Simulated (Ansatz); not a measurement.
## Mg₅NiS₆ (P-31m) at 2 levels of theory

One geometry, relaxed with PBE; plane waves with PAW potentials in Ansatz, scalar-relativistic. Collinear spin, ending at 2.0 μB a primitive cell. Gaps are the least over mesh and band path; pressure is positive in compression.

```
Mg Ni S
1.0
     6.28623    0.00000    0.00000
    -3.14311    5.44403    0.00000
     0.00000    0.00000    6.08412
Mg Ni S
5 1 6
Direct
  0.33333 0.66667 0.00000
  0.00000 0.00000 0.00000
  0.66667 0.33333 0.00000
  0.33333 0.66667 0.50000
  0.66667 0.33333 0.50000
  0.00000 0.00000 0.50000
  0.32638 0.00000 0.25665
  0.00000 0.32638 0.25665
  0.67362 0.67362 0.25665
  0.67362 0.00000 0.74335
  0.32638 0.32638 0.74335
  0.00000 0.67362 0.74335
```

```csv
level,cutoff (eV),k mesh,gap (eV),pressure (GPa),largest moment (μB)
PBE,420,6×6×6,0.60,0.0,1.34
```

Task: What comes out on the same cell with r2SCAN?

Result:
| level | cutoff (eV) | k mesh | gap (eV) | pressure (GPa) | largest moment (μB) |
| --- | --- | --- | --- | --- | --- |
| r2SCAN | 500 | 6×6×6 | 1.48 | -1.0 | 1.50 |

The state reached may not be the lowest one. Moments started parallel, and an antiferromagnetic order may lie lower.

Another cell of Mg5NiS6 relaxed alike, in P4/mmm, lies 22 meV/atom lower, so this cell isn't the stable form at this level.

The cell was found from a structure generator's guess, not taken from experiment.
